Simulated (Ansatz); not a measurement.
NaLaS2 in space group I4_1/amd (No. 141; Na on 4a, La on 4b, S on 8e) at seven volumes, r²SCAN in the plane-wave PAW code Ansatz, shape and atoms relaxed at each. One row is withheld.

```csv
V (Å³/atom),P (GPa)
23.253,5.21
24.020,3.15
24.786,1.42
25.553,0.00
26.319,-1.16
27.086,?
27.853,-2.83
```

Question: Fit the shown pressures and predict the withheld one.

Answer: P = (3/2)B₀(x^(7/2) − x^(5/2))[1 + (3/4)(B′ − 4)(x − 1)] with x = (V₀/V)^(2/3). Least squares on the six rows gives V₀ = 25.557 Å³/atom, B₀ = 42.2 GPa, B′ = 5.71. At V = 27.086, x = 0.9620 and P = -2.08 GPa. The run itself gave -2.06 GPa.

The first step of the workflow began from a Materials Project structure, measured or hypothetical; the Crystallography Open Database copy checked does not list it. Its standing as an ambient phase is unchecked. Symmetry was held in the r²SCAN relaxation; whether a distortion lowers the energy is not shown. Scalar-relativistic: spin–orbit coupling is off unless named, which matters more the heavier the elements.

Potentials: the later of the program's two PAW sets.
